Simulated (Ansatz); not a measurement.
Crystals of one structure type (CsCl type) and one family of elements, relaxed and computed with LDA (plane waves, PAW; program Ansatz).

| crystal | V (Å³/atom) | highest Γ mode, no LO–TO term (cm⁻¹) |
|---|---|---|
| TiFe | 12.01 | 251 |
| TiRu | 13.78 | 231 |
| TiOs | 14.04 | 238 |
| HfRu | 16.10 | 174 |
| HfOs | 16.39 | ? |
| ZrRu | 16.53 | 192 |
| ZrOs | 16.79 | 189 |

### Question
Fit a straight line to ln ω against ln V and predict the withheld value.

### Answer
Least squares on the 6 shown rows: ln ω = -1.03 × ln V + (8.123), with a scatter of 6 %. For HfOs this gives 189. The run itself gave 160, outside the scatter: the line misses something about this case.

Standing as an ambient phase not checked: TiFe, CsCl type; TiRu, CsCl type; TiOs, CsCl type; HfRu, CsCl type; HfOs, CsCl type; ZrRu, CsCl type; ZrOs, CsCl type. All cells were relaxed under the symmetry of their starts (and spin orders); stability against distortions was not tested throughout. Rows with no word on spin ran without spin polarisation. Spin–orbit coupling is left out wherever it is not named.

Potentials: the later of the program's two PAW sets.
